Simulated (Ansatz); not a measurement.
Structure types of Tl were relaxed at one common pressure (all-electron LAPW in Ansatz 0.2.0 under PBEsol, scalar-relativistic, no spin polarisation, zero temperature). They take these volumes:

```
    type  space group  V (Å³/atom)
     bcc        Im-3m        20.39
     hcp     P6_3/mmc        20.38
 diamond        Fd-3m        25.68
beta tin     I4_1/amd        21.02
   omega       P6/mmm        20.50
```

Task: At about which pressure, and is the densest type also the lowest in enthalpy?

Result: 31 GPa. The densest types tie within 0.02 Å³/atom, and hcp is the lowest in enthalpy.
